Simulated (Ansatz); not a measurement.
SnO:
```xyz
8
Lattice="2.2499 -2.4980 0.0000 2.2499 2.4980 0.0000 0.0000 0.0000 11.7745" Properties=species:S:1:pos:R:3 pbc="T T T"
Sn     2.2499     2.1907    11.7418
Sn     2.2499    -2.1907     5.8545
Sn     2.2499     0.3066     2.7319
Sn     2.2499    -0.3066     8.6191
O      2.2499     0.1086     0.6091
O      2.2499    -0.1086     6.4964
O      2.2499     2.3886     2.0900
O      2.2499    -2.3886     7.9772
```

Relaxed with LDA.

Give the optical modes at the zone centre with their infrared and Raman activity from DFPT, the program Ansatz at the LDA level (PAW).

Transverse frequencies, without the LO–TO term; a row sums one degenerate level.

```tsv
ω (cm⁻¹)	degeneracy	IR ((D/Å)²/amu)	Raman (Å⁴/amu)	activity
8i	1	88.32	0	IR
16	1	0.01	0	silent
23	1	0.00	0	silent
28	1	0.00	3.6	Raman
35	1	0.00	61	Raman
49	1	0.01	0	IR
58	1	0.00	0	silent
84	1	0.00	34	Raman
85	1	0.00	26	Raman
198	1	0.00	0.095	Raman
200	1	0.00	880	Raman
263	1	53.82	0	IR
263	1	0.04	0	IR
332	1	0.00	19	Raman
337	1	0.00	93	Raman
350	1	0.00	840	Raman
351	1	0.00	3.8	Raman
416	1	63.43	0	IR
456	1	0.00	5.8	Raman
467	1	0.00	2000	Raman
553	1	0.94	0	IR
```

How high does the top mode go among those that the LO–TO term moves?

378 cm⁻¹ for q along x, 556 cm⁻¹ for q along y, 552 cm⁻¹ for q along z.

Space group Cmce. The first step of the workflow began from a Materials Project structure, measured or hypothetical; the Crystallography Open Database copy checked does not list it. It is not the phase usual at ambient conditions (space group No. 129). The cell was relaxed with LDA under the symmetry of its start; its stability against distortions is not shown here. A crystal of weakly bound layers computed without a dispersion correction: the cell and the soft elastic constants depend strongly on that. Scalar-relativistic: spin–orbit coupling is off unless named, which matters more the heavier the elements.

Potentials: the later of the program's two PAW sets.
